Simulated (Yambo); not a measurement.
G0W0@LDA for N (space group P2_13, No. 198) in Yambo. Reference settings: 2×2×2 Γ-centred k mesh, 269 bands and a 7 Ry block in the screening, 269 bands in G with the Bruneval-Gonze terminator, plasmon pole fitted at 27.2 eV. The LDA gap X → Γ on this mesh is 7.29 eV; G0W0 gaps are taken between the same points.

With and without the terminator, as bands are cut:

```json
[
 {"bands in G (in W)": "93 (269)", "gap, terminator (eV)": "13.870", "gap, none (eV)": "13.910", "valence shift, terminator (eV)": "-3.069", "valence shift, none (eV)": "-2.559"},
 {"bands in G (in W)": "168 (269)", "gap, terminator (eV)": "13.851", "gap, none (eV)": "13.886", "valence shift, terminator (eV)": "-3.079", "valence shift, none (eV)": "-2.786"},
 {"bands in G (in W)": "269 (269)", "gap, terminator (eV)": "13.841", "gap, none (eV)": "13.864", "valence shift, terminator (eV)": "-3.080", "valence shift, none (eV)": "-2.912"}
]
```

Over this range the gap spans 0.029 eV with the terminator and 0.046 eV without, the valence shift 0.011 eV and 0.353 eV. Neither column has reached its limit for certain.

Geometry of the Materials Project entry, not relaxed at this level; primitive cell a = b = c = 5.8151 Å, α = β = γ = 90.00°.

A shift is the quasiparticle energy of the state minus its LDA energy.
